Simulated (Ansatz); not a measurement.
SiC (6H type, space group P6_3mc)

```cif
data_C6Si6
_chemical_formula_sum 'Si6 C6'
_space_group_name_H-M_alt 'P 1'
_space_group_IT_number 1
_cell_length_a 3.07896
_cell_length_b 3.07896
_cell_length_c 15.10711
_cell_angle_alpha 90.000
_cell_angle_beta 90.000
_cell_angle_gamma 120.000
loop_
_space_group_symop_operation_xyz
  'x, y, z'
loop_
_atom_site_label
_atom_site_type_symbol
_atom_site_fract_x
_atom_site_fract_y
_atom_site_fract_z
_atom_site_occupancy
Si1 Si 0.00000 0.00000 0.99982 1
Si2 Si 0.00000 0.00000 0.49982 1
Si3 Si 0.66667 0.33333 0.83310 1
Si4 Si 0.33333 0.66667 0.33310 1
Si5 Si 0.66667 0.33333 0.16660 1
Si6 Si 0.33333 0.66667 0.66660 1
C1 C 0.00000 0.00000 0.87447 1
C2 C 0.00000 0.00000 0.37447 1
C3 C 0.66667 0.33333 0.70810 1
C4 C 0.33333 0.66667 0.20810 1
C5 C 0.66667 0.33333 0.04161 1
C6 C 0.33333 0.66667 0.54161 1
```

The volume is varied about the relaxed value V₀ at fixed cell shape. The atoms relax within the cell's symmetry.

Calculation: PBEsol (plane waves to 420 eV, PAW, scalar-relativistic; Ansatz, an electronic-structure program). k mesh 10×10×2 (Γ-centred), Fermi-Dirac smearing 0.05 eV. Energies are smeared free energies. SiC was relaxed with its symmetry unable to fall. The PAW data are Ansatz's earlier set. The zero of ΔE is the relaxed starting cell.

### Question
Give the computed ΔE (meV/atom) at V/V₀ = 0.940, 0.952, 0.976, 1.012, 1.048.

### Answer
| V/V₀ | ΔE (meV/atom) |
|---|---|
| 0.940 | 28.5 |
| 0.952 | 17.9 |
| 0.976 | 4.3 |
| 1.012 | 1.0 |
| 1.048 | 15.3 |

(Under strain, the slope of the energy per volume gives the stress and its curvature an elastic modulus.)
